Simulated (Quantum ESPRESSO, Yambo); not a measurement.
## Levels of theory for the gap of CdO₂H₂

CdO2H2 (space group P-3m1, No. 164): one geometry, one set of PBEsol (Quantum ESPRESSO, PseudoDojo norm-conserving, 102 Ry, with spin-orbit coupling) orbitals, self-energies from Yambo (3×3×2 Γ-centred k mesh, bands 9 to 158 and a 7 Ry block in the screening, 158 bands in G with the Bruneval-Gonze terminator, plasmon pole fitted at 27.2 eV).

Cell and atoms were relaxed with PBE+D3(BJ) from Materials Project entry mp-625548, within its symmetry.

```tsv
level	gap A → Γ (eV)	direct gap at Γ (eV)	rough Yambo cost
PBEsol (Quantum ESPRESSO)	1.65	1.94	–
exchange only (Hartree-Fock self-energy on PBEsol orbitals)	11.55	11.93	about 1/6 (11 states)
static COHSEX@PBEsol	4.18	4.56	within a factor of two (3 states)
G0W0@PBEsol, plasmon pole	3.40	3.75	1 (11 states)
G0W0@PBEsol, multipole fit to 8 frequencies, no terminator	3.23	3.58	within a factor of two (3 states)
G0W0@PBEsol, plasmon pole, no terminator	3.25	3.61	about 1/8 (3 states, screening reused)
```

Bare exchange has no screening and gives the widest gap; static COHSEX screens it but leaves out the frequency dependence, which G0W0 restores. The mesh misses a band edge: along a dense path the PBEsol gap is 1.59 eV against 1.65 eV on the mesh.

Costs are rough ratios of core time on shared machines.

Nearest settings tried, and what they do to the gap: 108 bands in W, 108 bands in G: +88 meV; 6 Ry block (109 vectors against 121): -20 meV. Not varied: mesh. So the settings aren't converged at that level. The k mesh is coarse.

The structure is a Materials Project entry; no match was found in the copy of COD used, and its stability was not checked.
